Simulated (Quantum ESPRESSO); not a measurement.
# Kohn-Sham bands of SnO₂ (Pnnm)

```
CELL_PARAMETERS angstrom
      4.78800     0.00000     0.00000
      0.00000     4.86658     0.00000
      0.00000     0.00000     3.24090
ATOMIC_POSITIONS crystal
  Sn 0.50000 0.50000 0.50000
  Sn 0.00000 0.00000 0.00000
  O  0.29185 0.32104 0.00000
  O  0.70815 0.67896 0.00000
  O  0.79185 0.17896 0.50000
  O  0.20815 0.82104 0.50000
```

Cell from Materials Project (mp-550172), symmetrised, no further relaxation. Not found in the COD (Crystallography Open Database) copy used, which has the formula in other groups; not checked further. Computed values, not measurements, from LDA: Quantum ESPRESSO (norm-conserving PseudoDojo potentials, cutoff 68 Ry, no spin polarisation, no spin-orbit coupling) on a Γ-centred 6×6×10 mesh, then Wannier90. Density: 6×6×10 mesh, Gaussian smearing 0.01 Ry. Spin-orbit coupling is left out although heavy elements are present.

Energies are relative to the valence-band maximum; weights are on the orthonormalised atomic waves of the pseudopotential files, averaged over the group. 52 electrons a cell are treated as valence.

### Question
Into which isolated groups do the bands fall, where do they lie and what are they made of?

### Answer
```json
[
 {"bands": "1–10", "from (eV)": "-20.84", "to (eV)": "-19.78", "filling": "filled", "weight on atomic waves": "Sn 4d 96 %"},
 {"bands": "11–14", "from (eV)": "-18.34", "to (eV)": "-15.04", "filling": "filled", "weight on atomic waves": "O 2s 72 %, Sn 5p 13 %, Sn 4d 9 %"},
 {"bands": "15–26", "from (eV)": "-8.01", "to (eV)": "0.00", "filling": "filled", "weight on atomic waves": "O 2p 83 %, Sn 5p 8 %, Sn 5s 6 %"}
]
```

The Kohn-Sham gap over both meshes and the path is 0.66 eV.
